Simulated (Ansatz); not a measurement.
Starting cell, Os (hcp, Mg type):

```xyz
4
Lattice="5.4767 0.0000 0.0000 -1.3692 2.3715 0.0000 0.0000 0.0000 4.3159" Properties=species:S:1:pos:R:3 pbc="T T T"
Os     0.0000     1.5810     3.2369
Os     2.7383     1.5810     3.2369
Os     1.3692     0.7905     1.0790
Os     4.1075     0.7905     1.0790
```

In each cell atom 1 (Os, nearest neighbour Os at 2.675 Å; its periodic images, 2.7 Å or more away, move with it) moves by s·(0.577, 0.577, 0.577) (along Cartesian [111]), the rest being held.

These are r2SCAN (plane waves to 500 eV, PAW, scalar-relativistic; Ansatz, an electronic-structure program) values and carry that method's errors. k mesh 8×16×9 (Γ-centred), Fermi-Dirac smearing 0.05 eV. Energies are smeared free energies. Stress and pressure are positive under compression. Left out: 3 of 11 points, with atoms too close for the PAW data. With partly filled bands, energies and forces of such displacements shift with the k mesh and the smearing. Os is run without spin polarisation. Os was relaxed with its symmetry unable to fall. Spin-orbit coupling is left out, though Os is heavy. The zero of ΔE is the undisplaced structure.

Problem. Estimate the ΔE (eV/cell) and P (GPa) for s (Å) = -0.320, -0.160, 0.160, 0.320, 0.480, 0.640.

Solution. 
| s (Å) | ΔE (eV/cell) | P (GPa) |
|---|---|---|
| -0.320 | 0.918 | 11.3 |
| -0.160 | 0.210 | 2.7 |
| 0.160 | 0.204 | 2.6 |
| 0.320 | 0.872 | 10.8 |
| 0.480 | 2.155 | 24.7 |
| 0.640 | 4.174 | 44.7 |

(For displaced atoms, the force is minus the slope of the energy, and its curvature is a force constant, which sets phonon frequencies.)
